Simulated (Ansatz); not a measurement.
GaPt$_{3}$:
```xyz
8
Lattice="-2.7485 2.7485 3.9639 2.7485 -2.7485 3.9639 2.7485 2.7485 -3.9639" Properties=species:S:1:pos:R:3 pbc="T T T"
Ga     2.7485     0.0000     1.9820
Ga     0.0000     2.7485     1.9820
Pt     1.1346     1.6139     0.0000
Pt     1.6139     1.1346     3.9639
Pt     3.8831     1.1346     0.0000
Pt    -1.1346     1.6139     3.9639
Pt     0.0000     0.0000     1.9820
Pt     0.0000     0.0000     5.9459
```

Relaxed with r²SCAN.

Which orbitals make up the states near the Fermi level in plane-wave PAW r²SCAN (Ansatz code)?

Within 0.5 eV of the Fermi level: Pt 5d 84 %. Projections are on Löwdin-orthogonalised atomic valence shells; empty p or d shells of many metals are not among them.

Tabulate the density of states.

States/eV per cell of 8 atoms, in 0.25 eV bins, energy from the Fermi level.

```csv
E (eV),total,Pt 5d,Ga 4p,Pt 6s
-7.85,0.55,0.14,0.10,0.13
-7.60,0.66,0.14,0.20,0.25
-7.35,1.10,0.28,0.32,0.39
-7.10,2.59,1.13,0.54,0.69
-6.85,6.28,3.50,0.96,1.30
-6.60,4.61,2.62,0.70,0.93
-6.35,5.02,3.05,0.85,0.97
-6.10,4.15,2.86,0.55,0.62
-5.85,5.84,4.48,0.63,0.62
-5.60,11.31,9.67,0.86,0.62
-5.35,11.79,10.38,0.79,0.45
-5.10,9.78,8.62,0.59,0.41
-4.85,9.03,7.98,0.55,0.37
-4.60,9.53,8.54,0.53,0.31
-4.35,10.12,9.11,0.59,0.26
-4.10,11.10,10.04,0.63,0.24
-3.85,8.78,7.77,0.63,0.19
-3.60,11.70,10.33,0.86,0.27
-3.35,9.54,8.40,0.71,0.22
-3.10,8.00,7.15,0.50,0.16
-2.85,8.05,7.36,0.33,0.18
-2.60,9.75,8.97,0.25,0.34
-2.35,13.90,12.89,0.26,0.48
-2.10,12.74,11.82,0.35,0.33
-1.85,11.16,10.29,0.31,0.32
-1.60,7.96,7.05,0.29,0.33
-1.35,9.94,8.88,0.31,0.34
-1.10,8.62,7.49,0.27,0.33
-0.85,7.18,5.97,0.23,0.38
-0.60,9.15,7.65,0.30,0.43
-0.35,4.76,3.92,0.26,0.18
-0.10,3.95,3.53,0.12,0.10
0.15,4.26,3.66,0.17,0.13
0.40,2.85,2.28,0.15,0.11
0.65,0.78,0.49,0.10,0.03
0.90,0.68,0.41,0.17,0.03
1.15,1.58,0.85,0.43,0.11
1.40,2.95,1.67,0.82,0.27
1.65,3.96,2.10,1.10,0.47
1.90,2.71,1.20,0.85,0.36
2.15,2.70,1.06,0.92,0.40
2.40,2.89,1.02,0.98,0.48
2.65,2.72,0.86,0.91,0.47
2.90,2.55,0.72,0.83,0.47
3.15,2.61,0.67,0.81,0.50
3.40,2.59,0.60,0.74,0.53
3.65,2.46,0.51,0.69,0.57
3.90,2.22,0.43,0.65,0.56
4.15,2.20,0.38,0.67,0.57
4.40,1.63,0.25,0.53,0.39
4.65,2.05,0.30,0.61,0.60
```

Space group I4/mcm. The first step of the workflow began from a Materials Project structure, measured or hypothetical; the Crystallography Open Database copy checked does not list it. COD files the formula under space group No. 127, so this cell is another polymorph or a model. Whether it is the stable phase at ambient conditions was not checked. Symmetry was held in the r²SCAN relaxation; its stability against distortions is not shown here. The run is not spin-polarised. Scalar-relativistic: spin–orbit coupling is off unless named, which matters more the heavier the elements.

Potentials: the earlier of the program's two PAW sets.
